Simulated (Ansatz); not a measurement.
Problem. Name crystals whose computed values (LDA in the plane-wave PAW code Ansatz) fall in these windows: electron conductivity mass (mₑ) 0.32 to 0.42; B₀ by P(V) fit (GPa) 120 to 150; gap (eV) 2.6 to 3.6.

Solution. 

| crystal | electron conductivity mass (mₑ) | B₀ by P(V) fit (GPa) | gap (eV) |
|---|---|---|---|
| CaGe2O5, C2/c (Pearson symbol mS32) | 0.35 | 134 | 2.98 |
| Sr2SnO4, I4/mmm (Sr on 4e, Sn on 2a, O on 4e, O on 4c) | 0.36 | 134 | 3.12 |
Others may fit too.

Standing as an ambient phase not checked: CaGe2O5, C2/c (Pearson symbol mS32); Sr2SnO4, I4/mmm (Sr on 4e, Sn on 2a, O on 4e, O on 4c). All cells were relaxed under the symmetry of their starts (and spin orders); stability against distortions was not tested throughout. Spin–orbit coupling is left out wherever it is not named.

Potentials: the later of the program's two PAW sets.
